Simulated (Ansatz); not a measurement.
AlCo2Si2:
```
AlCo2Si2
1.0
    3.89245     0.00000     0.00000
   -1.94622     3.37096     0.00000
    0.00000     0.00000     4.58292
Al Co Si
1 2 2
Direct
  0.00000   0.00000   0.00000
  0.66667   0.33333   0.16181
  0.33333   0.66667   0.83819
  0.33333   0.66667   0.34816
  0.66667   0.33333   0.65184
```

Relaxed with r²SCAN. Special points in fractions of this cell's reciprocal vectors: Γ (0.000, 0.000, 0.000); M (0.500, 0.000, 0.000); K (0.333, 0.333, 0.000); A (0.000, 0.000, 0.500); L (0.500, 0.000, 0.500); H (0.333, 0.333, 0.500).

### Question
List the band energies nearest the Fermi level at these points for r²SCAN (plane waves, PAW; program Ansatz).

### Answer
In eV from the Fermi level; about four levels below and three above (degenerate sets whole), none deeper than 8.9 eV; points with the same levels are listed once.

```csv
k,below,above
Γ,-1.71 -1.24 -1.24 -1.14,0.66 0.66 3.27
M,-1.56 -1.48 -1.28 -0.93,1.74 2.01 3.03
K,-1.57 -1.57 -1.48 -0.94 -0.94,1.40 2.42 2.42
A,-1.67 -1.67 -1.38 -1.38,1.74 1.84 1.84
L,-1.43 -1.27 -0.61 -0.54,1.33 1.78 3.81
H,-1.34 -1.34 -0.90 -0.90,0.64 5.79 5.81 5.81
```

Space group P-3m1. The workflow started from a Materials Project entry (that database holds measured and hypothetical structures alike); the Crystallography Open Database copy checked does not list it. Its standing as an ambient phase is unchecked. Symmetry was held in the r²SCAN relaxation; whether a distortion lowers the energy is not shown. The run is not spin-polarised.

Potentials: the earlier of the program's two PAW sets.
